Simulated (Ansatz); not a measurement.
Relaxed-ion elastic tensor of SiO₂ in space group P3_121 (No. 152; Si on 3a, O on 6c) in GPa (Voigt order), the program Ansatz at the PBEsol level (PAW); density 2.59 g/cm³, 12.83 Å³ per atom.

```json
[
 {"": "1", "1": "75.7", "2": "4.7", "3": "8.4", "4": "-17.6", "5": "0.0", "6": "0.0"},
 {"": "2", "1": "4.7", "2": "75.7", "3": "8.4", "4": "17.6", "5": "0.0", "6": "0.0"},
 {"": "3", "1": "8.4", "2": "8.4", "3": "93.0", "4": "0.0", "5": "0.0", "6": "0.0"},
 {"": "4", "1": "-17.6", "2": "17.6", "3": "0.0", "4": "53.3", "5": "0.0", "6": "0.0"},
 {"": "5", "1": "0.0", "2": "0.0", "3": "0.0", "4": "0.0", "5": "53.3", "6": "-17.6"},
 {"": "6", "1": "0.0", "2": "0.0", "3": "0.0", "4": "0.0", "5": "-17.6", "6": "35.5"}
]
```

Is the crystal mechanically stable?

Yes: the smallest eigenvalue of C is 24.7 GPa.

Work out the Voigt, Reuss and Hill averages.

K_V = 31.9, K_R = 31.5, K_H = 31.7; G_V = 43.3, G_R = 36.1, G_H = 39.7 GPa.

Give Young's modulus, Poisson's ratio, Pugh's ratio and the universal anisotropy index.

E = 9KG/(3K + G) = 84.0 GPa; ν = 0.06; K/G = 0.80 (brittle by the Pugh limit of 1.75); A_U = 5G_V/G_R + K_V/K_R − 6 = 1.00.

Estimate the sound speeds and the Debye temperature.

v_l = √((K + 4G/3)/ρ) = 5710 m/s, v_t = √(G/ρ) = 3910 m/s, mean 4260 m/s; Θ = (h/k)(3n/4πV)^(1/3) v_m = 542 K.

How much does each axis shrink under pressure?

Linear compressibilities β_i = Σ_j S_ij (j = 1 to 3): x 12, y 12, z 8.7 per TPa.

The PBEsol relaxation kept the symmetry of its start.

Potentials: the earlier of the program's two PAW sets. The files were generated under PBE; for other functionals the program regenerates the frozen cores, and for LDA and PBEsol the local potential too.
